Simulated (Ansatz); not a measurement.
ZnAu (CsCl type)

```
ZnAu
1.0
    3.09586     0.00000     0.00000
    0.00000     3.09586     0.00000
    0.00000     0.00000     3.09586
Zn Au
1 1
Cartesian
  1.54793   1.54793   1.54793
  0.00000   0.00000   0.00000
```

The slice is a {210} plane (indices of the conventional cell) through the point (0.000, 0.000, 0.000) (fractional), spanned by u = [100] and v = [021] in vectors of this cell: u (3.10 Å) and v (6.92 Å, at 90° to u). It covers one period; positions are fractions (u, v).

These are LDA (plane waves to 420 eV, PAW, scalar-relativistic; Ansatz, a quantum-chemistry and plane-wave program) values and carry that method's errors. k mesh 15×15×15. Inside the PAW spheres the values are not all-electron values, and peaks at nuclei hang on which shells count as valence. Spin-orbit coupling is left out, though Au is heavy. ZnAu was relaxed with its symmetry unable to fall.

Sketch the electrostatic potential energy of an electron, from the cell's mean on this plane as a map.


```
|xxxxxxxxxx::##@@##::xxxxxxxx|
|xxxxxxxxxx==%%@@%%==xxxxxxxx|
|xxxxxxxx  **%%@@%%**  xxxxxx|
|xxxxxx  ++##%%%%%%##++  xxxx|
|  ..--++**##########**++--..|
|########**++==--==++**######|
|@@@@%%##++xxxxxxxxxx++##%%@@|
|@@@@%%**::xxxxxxxxxx::**%%@@|
|@@@@%%++xxxxxxxxxxxxxx++%%@@|
|@@%%##++xxxxxxxxxxxxxx++##%%|
|%%%%##++..xxxxxxxxxx..++##%%|
|%%%%##**==xxxxxxxxxx==**##%%|
|%%%%%%##**++--..--++**##%%%%|
|%%%%%%%%%%####**####%%%%%%%%|
|@@@@@@@@@@@@@@%%@@@@@@@@@@@@|
|@@@@@@@@@@@@@@@@@@@@@@@@@@@@|
|@@@@@@@@@@@@@@%%@@@@@@@@@@@@|
|%%%%%%%%%%####**####%%%%%%%%|
|%%%%%%##**++--..--++**##%%%%|
|%%%%##**==xxxxxxxxxx==**##%%|
|%%%%##++..xxxxxxxxxx..++##%%|
|@@%%##++xxxxxxxxxxxxxx++##%%|
|@@@@%%++xxxxxxxxxxxxxx++%%@@|
|@@@@%%**::xxxxxxxxxx::**%%@@|
|@@@@%%##++xxxxxxxxxx++##%%@@|
|########**++==--==++**######|
|  ..--++**##########**++--..|
|xxxxxx  ++##%%%%%%##++  xxxx|
|xxxxxxxx  **%%@@%%**  xxxxxx|
|xxxxxxxxxx==%%@@%%==xxxxxxxx|
|xxxxxxxxxx::##@@##::xxxxxxxx|
|xxxxxxxxxx..##@@##..xxxxxxxx|
```
Scale: ten equal steps from 2.00 (start of ' ') to 10.54 (end of '@'), in the order ' .:-=+*#%@'. Values: electrostatic potential energy of an electron, from the cell's mean, in eV. The map has 14 points along u (two characters each, u = 0 at the left) and 32 along v (v = 0 in the bottom row). Points within 1 Å of a nucleus are blanked (x), as the pseudised field means little there. The zero, the cell's mean, hangs on the PAW cores.
